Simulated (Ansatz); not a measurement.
InPd$_{2}$ in space group Pnma (No. 62; In on 4c, Pd on 4c, Pd on 4c), PBE (plane waves, PAW; program Ansatz), all energies at zero smearing, with the estimated change up to a 700 eV cutoff added, with one set of potentials and settings (totals compare only within such a set). Cell of 12 atoms (4 In, 8 Pd): -78180.301 eV.

```json
[
 {"element": "In", "reference phase": "I4/mmm, 1 atoms in the cell", "E (eV/atom)": "-5597.8481"},
 {"element": "Pd", "reference phase": "Fm-3m, 1 atoms in the cell", "E (eV/atom)": "-6972.8544"}
]
```

Formation energy per atom, worked out: (-78180.301 − 4×(-5597.8481) − 8×(-6972.8544))/12 = -0.506 eV/atom (-49 kJ per mol of atoms), at 0 K, without zero-point energy or fitted corrections.

The workflow started from a Materials Project entry (that database holds measured and hypothetical structures alike); the Crystallography Open Database copy checked does not list it. Its standing as an ambient phase is unchecked. The PBE relaxation kept the symmetry of its start; whether a distortion lowers the energy is not shown. No spin polarisation was allowed. The references are the lowest solids computed at this level, not always the standard phases.

Potentials: the later of the program's two PAW sets.
